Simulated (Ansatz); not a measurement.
Ta:
```xyz
1
Lattice="-1.6526 1.6526 1.6526 1.6526 -1.6526 1.6526 1.6526 1.6526 -1.6526" Properties=species:S:1:pos:R:3 pbc="T T T"
Ta     0.0000     0.0000     0.0000
```

Relaxed with r²SCAN. Special points in fractions of this cell's reciprocal vectors: Γ (0.000, 0.000, 0.000); H (0.500, -0.500, 0.500); N (0.000, 0.000, 0.500); P (0.250, 0.250, 0.250).

**Question.** List the band energies nearest the Fermi level at these points for the program Ansatz at the r²SCAN level (PAW).

**Answer.** In eV from the Fermi level; about four levels below and three above (degenerate sets whole), none deeper than 8.9 eV; points with the same levels are listed once.

| k | below | above |
|---|---|---|
| Γ | -8.31 | 0.84 0.84 0.84 |
| H | -3.94 -3.94 | 7.10 7.10 7.10 |
| N | -4.55 -1.56 | 1.46 4.20 5.26 |
| P | -1.34 -1.34 -1.34 | 5.45 5.45 7.72 |

Space group Im-3m (bcc (W type)). The cell was relaxed with r²SCAN under the symmetry of its start. No spin polarisation was allowed. Scalar-relativistic: spin–orbit coupling is off unless named, which matters more the heavier the elements.

Potentials: the earlier of the program's two PAW sets.
